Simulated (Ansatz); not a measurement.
```yaml
crystal:
  lattice:
    - [4.9026551294, 0.0, 0.0]
    - [-2.4513275647, 4.245823888, 0.0]
    - [0.0, 0.0, 8.0294171576]
  atoms:
    - { symbol: Eu, position: [0.6666666667, 0.3333333333, 0.0], spin: 6.0 }
    - { symbol: Eu, position: [0.3333333333, 0.6666666667, 0.5], spin: 6.0 }
    - { symbol: Bi, position: [0.6666666667, 0.3333333333, 0.6252] }
    - { symbol: Bi, position: [0.3333333333, 0.6666666667, 0.1252] }
basis:
  ecutwfc: 420
  ecutrho_ratio: 4
kpoints:
  mp_grid: { grid: [8, 8, 4] }
hamiltonian:
  xc: pbe
scf:
  occupations: { method: gaussian, width: 0.05 }
output:
  forces: true
  stress: true
  eigenvalues: true
  populations: true
magnetization:
  spin_polarized: true
relax:
  f_tol: 0.01
  max_steps: 60
  cell: { stress_tol: 0.04 }
```

Question: What does this Ansatz input ask for?

Answer: It asks for a full relaxation of cell and atoms of EuBi with PBE (scalar-relativistic), a cutoff of 420 eV (density cutoff 4 times that), a Γ-centred 8×8×4 mesh and Gaussian smearing of 0.05 eV, with collinear spin, starting moments 6.00, 6.00, 0.00, 0.00 μB on the atoms in order. Stop at forces under 0.01 eV/Å and stress under 0.04 GPa, or after 60 steps. Forces, stress and eigenvalues are wanted, and also Löwdin populations.

Question: How large is the problem?

Answer: 64 valence electrons, 3573 plane waves at Γ (in the final cell), 12 symmetry operations and 30 irreducible k-points; it took 180 SCF iterations in all.

Launched as:
```sh
ansatz run input.yaml --threads 2 --pin off --max-ram 2662MiB --backend cpu --events-out ev --progress --plain --runs-dir out
```

Question: About how long does the run take on 2 threads of Arm Neoverse V2 (shared host), and how much memory does it need?

Answer: About 8 min, with a peak of 0.69 GiB.

The cell came from substitution into a structure type; no database entry of this phase was matched, which doesn't show that none exists.
